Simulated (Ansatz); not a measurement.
Ru (hcp, Mg type)

```xyz
2
Lattice="2.7058 0.0000 0.0000 -1.3529 2.3433 0.0000 0.0000 0.0000 4.2623" Properties=species:S:1:pos:R:3 pbc="T T T"
Ru     0.0000     1.5622     3.1967
Ru     1.3529     0.7811     1.0656
```

In this cell atom 1 (Ru, nearest neighbour Ru at 2.642 Å; its periodic images, 2.7 Å or more away, move with it) is moved by s along Cartesian z, unit vector (0.000, 0.000, 1.000); all other atoms and the cell stay fixed.

Method: r2SCAN (plane waves to 500 eV, PAW, scalar-relativistic; Ansatz, an electronic-structure program). k mesh 16×16×9 (Γ-centred), Fermi-Dirac smearing 0.05 eV. E stands for the smeared free energy. With partly filled bands, energies and forces of such displacements shift with the k mesh and the smearing. Ru is run without spin polarisation. Ru was relaxed with its symmetry unable to fall. The PAW data are Ansatz's earlier set. ΔE is measured from the undisplaced structure.

Problem. Predict the ΔE (eV/cell) at s (Å) = -0.424, -0.106, 0.106, 0.212, 0.318.

Solution. 
```json
[
 {"s (Å)": "-0.424", "ΔE (eV/cell)": "1.431"},
 {"s (Å)": "-0.106", "ΔE (eV/cell)": "0.070"},
 {"s (Å)": "0.106", "ΔE (eV/cell)": "0.070"},
 {"s (Å)": "0.212", "ΔE (eV/cell)": "0.300"},
 {"s (Å)": "0.318", "ΔE (eV/cell)": "0.736"}
]
```

(A displaced cell: forces are minus the slopes of the energy, force constants its curvatures, and phonons follow from these.)
